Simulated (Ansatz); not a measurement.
Ag2S:
```
CELL_PARAMETERS angstrom
      2.32638    -3.46682     0.00000
      2.32638     3.46682     0.00000
      0.00000     0.00000     7.21124
ATOMIC_POSITIONS crystal
  Ag 0.00000 0.00000 0.00000
  Ag 0.60671 0.39329 0.25000
  Ag 0.39329 0.60671 0.75000
  Ag 0.00000 0.00000 0.50000
  S  0.77322 0.22678 0.75000
  S  0.22678 0.77322 0.25000
```

PBEsol (plane waves, PAW; program Ansatz) gives a gap of 0.95 eV without spin–orbit coupling, maximum at Γ, minimum at Γ.

Q: What happens when spin–orbit coupling is switched on?

A: The gap hardly moves, to 0.95 eV; maximum at Γ, minimum at Γ.

Q: Give the electron effective mass with spin–orbit coupling.

A: 0.11, 0.44, 1.1 mₑ (principal values).

Q: Give the hole effective mass with spin–orbit coupling.

A: 0.18, 1.2, 1.7 mₑ (principal values).

Space group Cmcm. The first step of the workflow began from a Materials Project structure, measured or hypothetical; the Crystallography Open Database copy checked does not list it. COD files the formula under space group No. 4, 14, so this cell is another polymorph or a model. Its standing as an ambient phase is unchecked. The PBEsol relaxation kept the symmetry of its start; of distortions, only those at the zone centre were tested. The run is not spin-polarised.

Potentials: the later of the program's two PAW sets.
